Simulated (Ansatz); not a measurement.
**Optical constants of InP3**

All numbers below come from Ansatz, DFT LDA, scalar-relativistic, plane waves, PAW. Plane waves to 420 eV; Γ-centred k mesh 6×6×6; Fermi-Dirac smearing of 0.15 eV. No spin polarisation.

Equilibrium structure at this level:
```
In P
1.0
     3.68975    2.13028    3.24336
    -3.68975    2.13028    3.24336
     0.00000   -4.26056    3.24336
In P
2 6
Cartesian
  0.0000 0.0000 2.6638
  0.0000 0.0000 7.0663
  2.0377 -1.1765 5.9335
  0.0000 2.3530 5.9335
  -2.0377 -1.1765 5.9335
  -2.0377 1.1765 3.7965
  2.0377 1.1765 3.7965
  0.0000 -2.3530 3.7965
```

In a metal these results depend on the k mesh and the smearing.

Independent-particle response (no local fields, no excitons) on a 12×12×12 mesh, broadened by 0.1 eV; the Drude term is undamped and its weight carries the smearing above, which sets much of it in a semimetal. The run couldn't bound its error over part or most of this range, so small peaks and near ties are unsure. Light polarised along x. ε₁ lacks the small share of bands above those solved.

Task: Tabulate ε₁ and ε₂ against photon energy.

Result:
```csv
E (eV),ε₁,ε₂
0.3,-51.85,12.44
0.6,4.36,2.86
0.9,16.44,2.26
1.2,26.98,3.83
1.5,32.04,17.59
1.8,20.27,27.14
2.1,15.64,23.31
2.4,12.14,23.04
2.7,10.87,23.60
3.0,7.55,22.72
3.3,5.66,24.09
3.6,-0.74,23.44
3.9,-2.07,19.33
4.2,-3.20,17.40
4.5,-3.50,17.16
4.8,-5.52,16.07
5.1,-7.47,13.78
5.4,-8.46,10.87
5.7,-8.12,8.24
6.0,-7.03,6.47
6.3,-5.89,5.36
6.6,-4.81,4.89
6.9,-4.48,5.40
7.2,-4.71,5.25
7.5,-5.03,4.37
7.8,-5.00,3.51
8.1,-4.48,2.75
8.4,-4.04,2.18
8.7,-3.42,2.04
9.0,-3.31,1.97
9.3,-3.15,1.60
9.6,-2.72,1.33
9.9,-2.50,1.34
10.2,-2.39,1.16
10.5,-2.19,1.01
10.8,-1.95,0.88
11.1,-1.81,0.81
11.4,-1.65,0.73
11.7,-1.52,0.69
12.0,-1.42,0.62
```

Task: Where is the highest local maximum of ε₂ between 0.3 and 12 eV?

Result: At 1.8 eV, where ε₂ = 27.1.

Cost: 1 run of about 9.3 core-minutes, on Oxide Virtual Turin-like Processor (Zen 5) (shared hosts).